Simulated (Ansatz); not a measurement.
Relaxed CdSe (wurtzite):

```yaml
crystal:
  lattice:
    - [4.38272, 0.00000, 0.00000]
    - [-2.19136, 3.79554, 0.00000]
    - [0.00000, 0.00000, 7.15447]
  atoms:
    - { symbol: Cd, position: [0.66667, 0.33333, 0.00047] }
    - { symbol: Cd, position: [0.33333, 0.66667, 0.50047] }
    - { symbol: Se, position: [0.66667, 0.33333, 0.62473] }
    - { symbol: Se, position: [0.33333, 0.66667, 0.12473] }
```

These are PBE (plane waves to 420 eV, PAW, scalar-relativistic; Ansatz, a quantum-chemistry and plane-wave program) values and carry that method's errors. k mesh 7×7×4 (Γ-centred), Fermi-Dirac smearing 0.05 eV. CdSe was relaxed with its symmetry unable to fall.

One atom of the cell was then moved (with its periodic images), all else fixed, and the forces (eV/Å) came out as:

```csv
atom,Fx,Fy,Fz
Cd1,-0.023,0.013,0.089
Cd2,-1.122,0.648,-0.545
Se3,1.118,-0.645,0.262
Se4,0.027,-0.016,0.195
```

### Question
Which atom was moved, and by which vector (Å)?

### Answer
Cd2, by (0.18, -0.10, 0.07), 0.22 Å in all.

(For displaced atoms, the force is minus the slope of the energy, and its curvature is a force constant, which sets phonon frequencies.)
